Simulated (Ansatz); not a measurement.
GaAs (zinc blende, space group No. 216) at seven volumes, PBE in the plane-wave PAW code Ansatz, scaled uniformly. One row is withheld.

```csv
V (Å³/atom),P (GPa)
21.569,?
22.280,4.37
22.991,2.00
23.703,0.00
24.414,-1.60
25.125,-3.02
25.836,-4.21
```

Q: Fit the shown pressures and predict the withheld one.

A: P = (3/2)B₀(x^(7/2) − x^(5/2))[1 + (3/4)(B′ − 4)(x − 1)] with x = (V₀/V)^(2/3). Least squares on the six rows gives V₀ = 23.714 Å³/atom, B₀ = 60.2 GPa, B′ = 4.81. At V = 21.569, x = 1.0652 and P = 7.17 GPa. The run itself gave 7.18 GPa.

Space group F-43m (zinc blende). The PBE relaxation kept the symmetry of its start.

Potentials: the earlier of the program's two PAW sets.
